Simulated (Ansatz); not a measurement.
Consider the following.

YPd3:
```yaml
crystal:
  lattice:
    - [4.09501, 0.00000, 0.00000]
    - [0.00000, 4.09501, 0.00000]
    - [0.00000, 0.00000, 4.09501]
  atoms:
    - { symbol: Y, position: [0.00000, 0.00000, 0.00000] }
    - { symbol: Pd, position: [0.50000, 0.50000, 0.00000] }
    - { symbol: Pd, position: [0.00000, 0.50000, 0.50000] }
    - { symbol: Pd, position: [0.50000, 0.00000, 0.50000] }
```

This is the r²SCAN-relaxed structure.

All from the program Ansatz at the r²SCAN level (PAW), unless another level is named. Give the formation energy from the elements (no fitted shifts).

-0.90 eV/atom.

What about the density of states at the Fermi level?

0.29 states/eV per atom (mean over ±0.08 eV).

Space group Pm-3m (Cu3Au type). The workflow started from a Materials Project entry (that database holds measured and hypothetical structures alike); the Crystallography Open Database files this formula in space group No. 221, but the cells were not matched. Whether it is the stable phase at ambient conditions was not checked. Symmetry was held in the r²SCAN relaxation; its stability against distortions is not shown here. The run is not spin-polarised. The references are the lowest solids computed at this level, not always the standard phases. Scalar-relativistic: spin–orbit coupling is off unless named, which matters more the heavier the elements.

Potentials: the later of the program's two PAW sets.
